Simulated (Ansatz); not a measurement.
A geometry of Ge away from equilibrium: the start of the relaxation of a relaxed Ge cell with every coordinate shifted by Gaussian noise of σ = 0.1 Å. All values below come from r2SCAN (plane waves to 500 eV, PAW, scalar-relativistic; Ansatz, a quantum-chemistry and plane-wave program). Γ-centred k-mesh 10×10×10 on the run's cell, Fermi–Dirac smearing 0.05 eV.

```xyz
2
Lattice="0.0000 2.8373 2.8373 2.8373 0.0000 2.8373 2.8373 2.8373 0.0000" Properties=species:S:1:pos:R:3 pbc="T T T"
Ge    -0.0447     0.0230     0.0648
Ge     1.4131     1.4321     1.4357
```

Question: What forces act on the atoms (eV/Å)?

Answer: 
```csv
atom,Fx,Fy,Fz
Ge1,0.44,-0.06,-0.54
Ge2,-0.44,0.06,0.54
```

Question: What is the pressure?

Answer: +0.1 GPa, compression positive.

No spin polarisation in the result.

The run could not lose the symmetry of its start.
